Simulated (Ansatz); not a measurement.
Here is an unrelaxed guess for SiGe₄.

```
CELL_PARAMETERS angstrom
2.83175 0.00000 0.00000
-1.41588 2.45237 0.00000
0.00000 0.00000 13.29591
ATOMIC_POSITIONS crystal
Si 0.00000 0.00000 0.50000
Ge 0.00000 0.00000 0.70000
Ge 0.00000 0.00000 0.90000
Ge 0.00000 0.00000 0.10000
Ge 0.00000 0.00000 0.30000
```

Level of theory: DFT PBE, scalar-relativistic, plane waves, PAW (Ansatz). Settings: cutoff 420 eV, Γ-centred mesh 6×6×2 on the computed 5-atom cell, Gaussian smearing of 0.10 eV; no spin polarisation.

The zero of energy is the elements' standard structures at the same level; no fitted shifts are applied.

**Question.** Estimate its pressure, forces and energy as it stands.

**Answer.** The pressure is 1.4 GPa (the mean over three directions, positive in compression), the largest force is 0.45 eV/Å, and the energy is +0.28 eV/atom against the elements. The shortest distance is 2.66 Å.

**Question.** How much does it gain on relaxing, and where does it end?

**Answer.** Relaxing gains under 0.1 eV/atom (the start's value is from the coarse mesh, so the gain is rough) in 11 ionic steps and ends at +0.28 eV/atom on the finer mesh. The symmetry stays P6/mmm (No. 191). The volume per atom stays near 18.5 Å³. The shortest distance goes from 2.66 Å (Si–Ge and Ge–Ge) to 2.56 Å (Si–Ge). Conventional cell: a = 2.840 Å, c = 13.237 Å. Si is surrounded by 2 Ge at 2.56 Å and 6 Si at 2.84 Å; Ge on its first site has 1 Si at 2.56 Å and 7 Ge at 2.70–2.84 Å; around Ge on its second site lie 8 Ge at 2.70–2.84 Å.

The last run used an 18×18×4 mesh (in the run's order of axes) for its 5-atom cell and Gaussian smearing of 0.10 eV. The relaxation can't lower the symmetry of the start. Symmetry constrained the relaxation, so the result can be a saddle point.
